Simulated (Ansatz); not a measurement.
Ti$_{2}$O$_{3}$:
```xyz
10
Lattice="2.5481 1.4711 4.5856 -2.5481 1.4711 4.5856 0.0000 -2.9423 4.5856" Properties=species:S:1:pos:R:3 pbc="T T T"
Ti     0.0000     0.0000    11.6115
Ti     0.0000     0.0000     2.1454
Ti     0.0000     0.0000     9.0238
Ti     0.0000     0.0000     4.7331
O     -0.9452    -1.4711     5.7320
O      0.9452     1.4711     8.0249
O      1.7466    -0.0830     5.7320
O     -1.7466     0.0830     8.0249
O     -0.8015     1.5541     5.7320
O      0.8015    -1.5541     8.0249
```

Relaxed with r²SCAN.

Problem. Map the electron localisation function on the plane through (0.844, 0.844, 0.844) spanned by u = [1, -1, 0] and v = [1, 1, 1] in lattice vectors, from r²SCAN in the plane-wave PAW code Ansatz.

Solution. x is the fraction of u, y of v (the angle between them is 90°; rows are the nearest grid lines); atoms in the plane: Ti at (0.00, 0.00), Ti at (0.00, 0.31), Ti at (0.00, 0.81), Ti at (0.00, 0.50), O at (0.31, 0.91), O at (0.69, 0.41).
```
y \ x   0.000  0.0800  0.200  0.280  0.360  0.440  0.560  0.640  0.720  0.800  0.920   1.00
------  -----  ------  -----  -----  -----  -----  -----  -----  -----  -----  -----  -----
1.00    0.007   0.555  0.099  0.137  0.130  0.049  0.340  0.571  0.420  0.101  0.542  0.007
0.925   0.292   0.161  0.807  0.620  0.681  0.817  0.187  0.033  0.044  0.058  0.144  0.292
0.850   0.682   0.554  0.315  0.775  0.759  0.493  0.045  0.051  0.054  0.038  0.567  0.682
0.775   0.710   0.610  0.038  0.040  0.036  0.232  0.821  0.805  0.820  0.423  0.586  0.710
0.700   0.040   0.040  0.033  0.030  0.045  0.188  0.784  0.815  0.819  0.700  0.075  0.040
0.625   0.026   0.051  0.558  0.770  0.799  0.669  0.121  0.058  0.034  0.024  0.027  0.026
0.550   0.734   0.400  0.677  0.782  0.659  0.827  0.336  0.038  0.040  0.036  0.447  0.734
0.450   0.677   0.382  0.035  0.045  0.036  0.067  0.685  0.816  0.825  0.600  0.353  0.677
0.375   0.452   0.179  0.046  0.043  0.032  0.123  0.784  0.792  0.782  0.776  0.168  0.452
0.300   0.053   0.562  0.119  0.643  0.744  0.602  0.062  0.060  0.068  0.086  0.576  0.053
0.225   0.091   0.081  0.805  0.728  0.478  0.804  0.355  0.042  0.038  0.048  0.059  0.091
0.150   0.011   0.012  0.041  0.156  0.232  0.138  0.253  0.461  0.386  0.124  0.015  0.011
0.0750  0.214   0.084  0.048  0.041  0.042  0.390  0.796  0.303  0.667  0.812  0.087  0.214
0.000   0.007   0.555  0.099  0.137  0.130  0.049  0.340  0.571  0.420  0.101  0.542  0.007
```

The density is the valence pseudo-density with augmentation charge, so density and ELF within about 1 Å of a nucleus are not all-electron values.

Space group R-3c (corundum). The first step of the workflow began from a Materials Project structure, measured or hypothetical; the Crystallography Open Database files this formula in space group No. 167, but the cells were not matched. Its standing as an ambient phase is unchecked. The r²SCAN relaxation kept the symmetry of its start; of distortions, only those at the zone centre were tested. The run is not spin-polarised.

Potentials: the later of the program's two PAW sets.
